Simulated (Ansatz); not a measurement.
InGaAs₂:
```
CELL_PARAMETERS angstrom
      4.15318     0.00000     0.00000
      0.00000     4.15318     0.00000
      0.00000     0.00000     5.91943
ATOMIC_POSITIONS crystal
  In 0.00000 0.00000 0.50000
  Ga 0.50000 0.50000 0.00000
  As 0.50000 0.00000 0.76991
  As 0.00000 0.50000 0.23009
```

Relaxed with r²SCAN. r²SCAN (plane waves, PAW; program Ansatz) gives a gap of 0.30 eV.

Problem. What gap does HSE06 give on the same cell (Ansatz, PAW)?

Solution. 0.64 eV, 0.34 eV more. The hybrid was solved on a coarser mesh and at special points; the gap given is the minimum over both.

| k | v1 r²SCAN | c1 r²SCAN | v1 HSE06 | c1 HSE06 |
|---|---|---|---|---|
| Γ | 0.00 | 0.30 | 0.00 | 0.64 |
| Z | -1.24 | 2.18 | [?] | [?] |
| M | -2.38 | 1.77 | -2.51 | 2.05 |
| A | -3.13 | 4.59 | [?] | [?] |
| R | -0.77 | 0.93 | [?] | [?] |
| X | -0.86 | 2.38 | [?] | [?] |

Problem. Top valence (v1) and lowest conduction level (c1) in eV from each method's valence maximum (which need not be a listed point): supply the withheld HSE06 values.

Solution. 
- X, v1 HSE06: -0.91
- X, c1 HSE06: 2.82
- Z, v1 HSE06: -1.31
- Z, c1 HSE06: 2.59
- A, v1 HSE06: -3.29
- A, c1 HSE06: 5.13
- R, v1 HSE06: -0.82
- R, c1 HSE06: 1.29

Cost on shared cores: the r²SCAN run (SCF on a 7×7×5 mesh, then bands and DOS) roughly 2.0 core-minutes, the HSE06 run (SCF on 5×5×4, then a few points) about 5 core-minutes (a rough figure); the tasks are unlike.

Space group P-4m2. The first step of the workflow began from a Materials Project structure, measured or hypothetical; the Crystallography Open Database copy checked does not list it. With In and Ga taken as one species the cell has the higher symmetry F-43m, so it may be an ordered model of a mixed-site phase. Whether it is the stable phase at ambient conditions was not checked. The cell was relaxed with r²SCAN under the symmetry of its start; whether a distortion lowers the energy is not shown. Spin–orbit coupling is left out wherever it is not named.

Potentials: the later of the program's two PAW sets.
